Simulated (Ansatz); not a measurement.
ZnSnP2:
```
CELL_PARAMETERS angstrom
     -2.85119     2.85119     5.71794
      2.85119    -2.85119     5.71794
      2.85119     2.85119    -5.71794
ATOMIC_POSITIONS crystal
  Zn 0.75000 0.25000 0.50000
  Zn 0.00000 0.00000 0.00000
  Sn 0.25000 0.75000 0.50000
  Sn 0.50000 0.50000 0.00000
  P  0.37500 0.35279 0.47779
  P  0.64721 0.12500 0.02221
  P  0.87500 0.89721 0.52221
  P  0.10279 0.62500 0.97779
```

Relaxed with PBE.

Q: Give the Bader charges and basin volumes of the independent atoms, PBE in the plane-wave PAW code Ansatz.

A: 

```tsv
atom	Bader charge (e)	Bader volume (Å³)
Zn1	+0.60	15.7
Sn3	+0.95	23.0
P5	-0.78	27.1
```

Space group I-42d (chalcopyrite). The PBE relaxation kept the symmetry of its start. Spin–orbit coupling is left out wherever it is not named.

Potentials: the later of the program's two PAW sets.
